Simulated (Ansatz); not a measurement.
Level of theory: DFT PBE, scalar-relativistic, plane waves, PAW in Ansatz. All cells share a 420 eV cutoff and Γ-centred k meshes spaced about 0.3 Å⁻¹ or finer (0.25 for metals, 2π included). No spin polarisation in the final relaxations.

These are static total energies at zero pressure. All come from trial cells, and lower structures may exist.

Question: These unrelaxed guesses for Zn2Ga2O3 are each relaxed within their symmetry. Order them by the energy at which they end, lowest first.
A.

```xyz
7
Lattice="3.0800 0.0000 0.0000 -1.5400 2.6674 0.0000 0.0000 0.0000 10.8500" Properties=species:S:1:pos:R:3 pbc="T T T"
Zn    0.0000    0.0000    6.5100
Zn    1.5400    0.8891    8.7885
Ga    0.0000    0.0000    3.7975
Ga    1.5400    0.8891    0.9765
O     0.0000    0.0000    1.9530
O     1.5400    0.8891    4.3943
O     0.0000    1.7782    0.0000
```

B.

```xyz
7
Lattice="3.2200 0.0000 0.0000 -1.6100 2.7886 0.0000 0.0000 0.0000 11.0000" Properties=species:S:1:pos:R:3 pbc="T T T"
Zn    0.0000    1.8591    1.1000
Zn    1.6100    0.9295    9.9000
Ga    0.0000    0.0000    7.6450
Ga    0.0000    0.0000    3.3550
O     1.6100    0.9295    2.0350
O     0.0000    1.8591    8.9650
O     0.0000    0.0000    0.0000
```

C.

```xyz
7
Lattice="3.3126 0.0000 0.0000 -1.6563 2.8688 0.0000 0.0000 0.0000 8.0548" Properties=species:S:1:pos:R:3 pbc="T T T"
Zn    0.0000    1.9125    4.5813
Zn    1.6563    0.9563    3.4735
Ga    0.0000    1.9125    1.3123
Ga    1.6563    0.9563    6.7425
O     0.0000    1.9125    5.6163
O     1.6563    0.9563    2.4385
O     0.0000    0.0000    0.0000
```

D.

```xyz
7
Lattice="3.8003 0.0000 0.0000 -1.9001 3.2911 0.0000 0.0000 0.0000 8.8440" Properties=species:S:1:pos:R:3 pbc="T T T"
Zn    0.0000    0.0000    4.4220
Zn    0.0000    2.1941    0.0000
Ga    0.0000    0.0000    6.4208
Ga    0.0000    0.0000    2.4232
O     0.0000    2.1941    6.9301
O     0.0000    2.1941    1.9139
O     0.0000    0.0000    0.0000
```

Answer: A (ends in P3m1, 0 meV/atom), C (ends in P-3m1, 17 meV/atom), D (ends in P-6m2, 44 meV/atom), B (ends in P-3m1, 126 meV/atom).

No dispersion correction is applied, so the spacing and binding between layers, chains or molecules are poorly described (P3m1, P-3m1 at 14.1 Å³/atom, P-6m2, P-3m1 at 13.9 Å³/atom), and this can change margins and order among such cells. Cells relaxed within their symmetry can be saddle points; a later kick test found a lower structure for Zn2Ga2O3 P3m1.

Some candidate types were left out of the draw beforehand, so a known form may be missing.
